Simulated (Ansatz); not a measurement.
BN:
```xyz
2
Lattice="1.2492 0.7212 3.2921 -1.2492 0.7212 3.2921 0.0000 -1.4425 3.2921" Properties=species:S:1:pos:R:3 pbc="T T T"
B      0.0000     0.0000     9.8729
N      0.0000     0.0000     3.2864
```

Relaxed with r²SCAN+D4.

Q: Map the electron localisation function on the plane through (1.000, 1.000, 1.000) spanned by u = [1, -1, 0] and v = [1, 0, -1] in lattice vectors, from r²SCAN+D4 (plane waves, PAW; program Ansatz).

A: x is the fraction of u, y of v (the angle between them is 60°; rows are the nearest grid lines); atoms in the plane: B at (0.00, 0.00), N at (0.67, 0.67).
```
y \ x   0.000  0.0625  0.188  0.250  0.375  0.438  0.562  0.625  0.750  0.812  0.938   1.00
------  -----  ------  -----  -----  -----  -----  -----  -----  -----  -----  -----  -----
1.00    0.000   0.006  0.556  0.765  0.768  0.711  0.711  0.768  0.765  0.556  0.006  0.000
0.938   0.006   0.006  0.652  0.861  0.864  0.793  0.723  0.793  0.894  0.861  0.155  0.006
0.875   0.156   0.038  0.652  0.888  0.906  0.831  0.630  0.704  0.906  0.927  0.652  0.156
0.750   0.765   0.434  0.434  0.765  0.906  0.846  0.248  0.113  0.627  0.846  0.894  0.765
0.688   0.803   0.587  0.334  0.587  0.864  0.831  0.248  0.034  0.248  0.655  0.864  0.803
0.625   0.768   0.618  0.255  0.369  0.768  0.793  0.426  0.113  0.113  0.426  0.793  0.768
0.562   0.711   0.588  0.195  0.195  0.588  0.711  0.630  0.426  0.248  0.426  0.723  0.711
0.438   0.711   0.554  0.142  0.062  0.142  0.331  0.711  0.793  0.846  0.846  0.793  0.711
0.375   0.768   0.588  0.142  0.052  0.052  0.142  0.588  0.768  0.906  0.917  0.864  0.768
0.312   0.803   0.618  0.158  0.062  0.033  0.062  0.363  0.618  0.894  0.927  0.894  0.803
0.250   0.765   0.587  0.195  0.100  0.052  0.062  0.195  0.369  0.765  0.861  0.861  0.765
0.125   0.156   0.191  0.334  0.369  0.342  0.331  0.363  0.369  0.262  0.191  0.155  0.156
0.0625  0.006   0.038  0.434  0.587  0.588  0.554  0.588  0.618  0.434  0.191  0.006  0.006
0.000   0.000   0.006  0.556  0.765  0.768  0.711  0.711  0.768  0.765  0.556  0.006  0.000
```

The density is the valence pseudo-density with augmentation charge, so density and ELF within about 1 Å of a nucleus are not all-electron values.

Space group R3m. The workflow started from a Materials Project entry (that database holds measured and hypothetical structures alike); the Crystallography Open Database copy checked does not list it. It is not the phase usual at ambient conditions (space group No. 186, 194, 216). The r²SCAN+D4 relaxation kept the symmetry of its start; its stability against distortions is not shown here.

Potentials: the later of the program's two PAW sets.
